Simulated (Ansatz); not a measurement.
Suppose TiNiC4N4 takes space group P-43m (No. 215), with Ti on 1a; Ni on 1b; C on 4e; N on 4e. The cell of TiNiC4N4 is invented: two interpenetrating cyanide-bridged diamond nets.

Computed with DFT PBE, scalar-relativistic, plane waves, PAW in Ansatz. Cutoff 420 eV, Γ-centred mesh, Gaussian smearing, collinear spin.

The zero of energy is the elements' standard structures at the same level (N₂ as a molecule); no fitted shifts are applied.

Q: Give the relaxed lattice parameters and positions.

A:

Space group P-43m (No. 215). a = 5.925 Å, b = 5.925 Å, c = 5.925 Å, α = 90.00°, β = 90.00°, γ = 90.00°
```csv
atom,site,symmetry,x,y,z
Ti,1a,-43m,0.0000,0.0000,0.0000
Ni,1b,-43m,0.5000,0.5000,0.5000
C,4e,.3m,0.2024,0.2024,0.2024
N,4e,.3m,0.3170,0.3170,0.3170
```

Around Ti lie 4 C at 2.08 Å; around Ni lie 4 N at 1.88 Å; C is surrounded by 1 N at 1.18 Å and 1 Ti at 2.08 Å; N has 1 C at 1.18 Å and 1 Ni at 1.88 Å. Another local minimum with the same sites may exist.

Q: Where does its energy lie, and is it a metal?

A: The formation energy is +0.36 eV/atom. The gap on the 6×6×6 mesh of the 10-atom cell is 0 eV (a metal) and the net moment per atom is 0.00 μB. The moment by site is Ti -0.5; Ni 0.8 μB. A positive value: parting into the elements would lower its energy.

The last run used collinear spin and Gaussian smearing of 0.10 eV. In such compounds of Ni and Ti a zero gap at this level may well be an artefact, since no Hubbard U is applied. The reference form of C is held partly by dispersion forces, which this level lacks. The magnetic state reached may not be the lowest. Symmetry constrained the relaxation, so the result can be a saddle point. Site moments count only spheres around the atoms; the net moment includes the space between them.
